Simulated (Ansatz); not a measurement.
Input:

LaBi:
```
LaBi
1.0
    0.00000     3.25095     3.25095
    3.25095     0.00000     3.25095
    3.25095     3.25095     0.00000
La Bi
1 1
Cartesian
  3.25095   3.25095   3.25095
  0.00000   0.00000   0.00000
```

This is the LDA-relaxed structure.

### Question
All from the program Ansatz at the LDA level (PAW), unless another level is named. Predict the formation energy from the elements (no fitted shifts).

### Answer
-1.07 eV/atom.

### Question
What about the density of states at the Fermi level?

### Answer
0.12 states/eV per atom (mean over ±0.08 eV).

Space group Fm-3m (rock salt). The workflow started from a Materials Project entry (that database holds measured and hypothetical structures alike); the Crystallography Open Database files this formula in space group No. 225, but the cells were not matched. Its standing as an ambient phase is unchecked. The cell was relaxed with LDA under the symmetry of its start; of distortions, only those at the zone centre were tested. The references are the lowest solids computed at this level, not always the standard phases. Scalar-relativistic: spin–orbit coupling is off unless named, which matters more the heavier the elements.

Potentials: the later of the program's two PAW sets.
